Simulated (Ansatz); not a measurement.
CsPbCl$_{3}$:
```cif
data_Cl3CsPb
_chemical_formula_sum 'Cs1 Pb1 Cl3'
_space_group_name_H-M_alt 'Pm-3m'
_space_group_IT_number 221
_space_group_name_Hall '-P 4 2 3'
_cell_length_a 5.67138
_cell_length_b 5.67138
_cell_length_c 5.67138
_cell_angle_alpha 90.000
_cell_angle_beta 90.000
_cell_angle_gamma 90.000
loop_
_atom_site_label
_atom_site_type_symbol
_atom_site_symmetry_multiplicity
_atom_site_Wyckoff_symbol
_atom_site_fract_x
_atom_site_fract_y
_atom_site_fract_z
_atom_site_occupancy
Cs1 Cs 1 a 0.00000 0.00000 0.00000 1
Pb1 Pb 1 b 0.50000 0.50000 0.50000 1
Cl1 Cl 3 c 0.00000 0.50000 0.50000 1
```

Relaxed with r²SCAN.

Tabulate the valence density and the electron localisation function along the shortest Pb–Cl contact (2.84 Å), DFT-r²SCAN in the program Ansatz with PAW potentials.



```
distance from Pb (Å)  density (e/Å³)   ELF
--------------------  --------------  ----
0.28                            7.67  0.01
0.43                            5.56  0.06
0.57                            3.70  0.20
0.71                            2.24  0.37
0.85                            1.25  0.44
0.99                            0.68  0.40
1.13                            0.41  0.28
1.28                            0.28  0.18
1.42                            0.25  0.19
1.56                            0.28  0.34
1.70                            0.39  0.61
1.84                            0.60  0.78
1.98                            0.94  0.84
2.13                            1.39  0.85
2.27                            1.74  0.81
2.41                            1.60  0.70
2.55                            0.89  0.48
```

The density is the valence pseudo-density with augmentation charge, so density and ELF within about 1 Å of a nucleus are not all-electron values.

This is a known high-temperature phase of the composition, computed here at zero pressure and temperature. Symmetry was held in the r²SCAN relaxation; whether a distortion lowers the energy is not shown. Spin–orbit coupling is left out wherever it is not named.

Potentials: the later of the program's two PAW sets.
